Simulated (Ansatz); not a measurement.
How far is PAW off for Li2Pd?

```
Li Pd
1.0
     4.19833    0.00000    0.00000
    -2.09917    3.63586    0.00000
     0.00000    0.00000    2.71356
Li Pd
2 1
Cartesian
  0.0000 2.4239 1.3568
  2.0992 1.2120 1.3568
  0.0000 0.0000 0.0000
```

Atoms are numbered in the order listed.

The cell comes from COD entry 1523156, which wasn't checked; take it as a given geometry. The listed cell was then made from it by scaling, straining or moving an atom.

Spin polarisation is left out, and whether a magnetic state lies lower isn't shown here.

Levels of theory: DFT, LDA, PAW with Ansatz's default frozen-core files, scalar-relativistic (Ansatz 0.2.0); DFT, LDA, all-electron PAW with datasets made for the crystal, scalar-relativistic (Ansatz 0.2.0); DFT, LDA, all-electron LAPW, scalar-relativistic (Ansatz 0.2.0).

For PAW: a Γ-centred 11×11×15 k mesh, Fermi–Dirac smearing of 0.08 eV, cutoff 420 eV, no spin polarisation; the PAW files were made with PBE, and the program remakes their frozen cores for this functional. The crystal-made all-electron datasets (AE datasets) take a cutoff of 260 eV at this cell. LAPW targets a basis error of 0.5 meV/atom. The Ansatz runs share mesh, smearing and spin set-up. Plane-wave (PAW) pressures include the program's estimate of the Pulay term.

Stress and pressure are positive in compression.

The change that made this cell: volume scaled by 0.98.

No spin–orbit coupling: at heavy atoms the gradients can be off by tens of per cent for that reason.

In a metal, gradients converge slowly with the k mesh: the values move by tens of per cent from one mesh to another, at times in sign, so only the comparison on one mesh counts.

```
                             quantity    PAW  AE datasets   LAPW
                       pressure (GPa)  -4.04        -4.04  -4.04
                      stress xx (GPa)  -3.13        -3.13  -3.13
                      stress zz (GPa)  -5.85        -5.85  -5.86
field gradient Vzz at Pd3 (10²¹ V/m²)  -8.01        -7.85      –
```

PAW's pressure differs from the LAPW value by about 0.01 GPa or less.
